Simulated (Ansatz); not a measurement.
Rh:
```xyz
2
Lattice="2.6881 0.0000 0.0000 -1.3441 2.3280 0.0000 0.0000 0.0000 4.3315" Properties=species:S:1:pos:R:3 pbc="T T T"
Rh     1.3441     0.7760     3.2487
Rh     0.0000     1.5520     1.0829
```

Relaxed with PBEsol. Special points in fractions of this cell's reciprocal vectors: Γ (0.000, 0.000, 0.000); M (0.500, 0.000, 0.000); K (0.333, 0.333, 0.000); A (0.000, 0.000, 0.500); L (0.500, 0.000, 0.500); H (0.333, 0.333, 0.500).

Task: List the band energies nearest the Fermi level at these points for DFT-PBEsol in the program Ansatz with PAW potentials.

Result: In eV from the Fermi level; about four levels below and three above (degenerate sets whole), none deeper than 8.9 eV; … stands for higher levels left out; points with the same levels are listed once.

```tsv
k	below	above
Γ	-2.59 -2.59 -2.01 -2.01	0.13 0.13 …
M	-3.43 -2.79 -2.31 -2.28	0.42 0.66 0.74
K	-3.40 -3.40 -1.86 -0.09 -0.09	0.20 6.25 …
A	-3.26 -3.26 -3.26 -3.26	…
L	-1.75 -1.75 -0.36 -0.36	0.61 0.61 …
H	-3.25 -3.25 -1.92 -1.92	0.19 0.19 …
```

Space group P6_3/mmc (hcp (Mg type)). The workflow started from a Materials Project entry (that database holds measured and hypothetical structures alike); the Crystallography Open Database copy checked does not list it. It is not the phase usual at ambient conditions (space group No. 225). Symmetry was held in the PBEsol relaxation; whether a distortion lowers the energy is not shown. No spin polarisation was allowed. Spin–orbit coupling is left out wherever it is not named.

Potentials: the later of the program's two PAW sets.
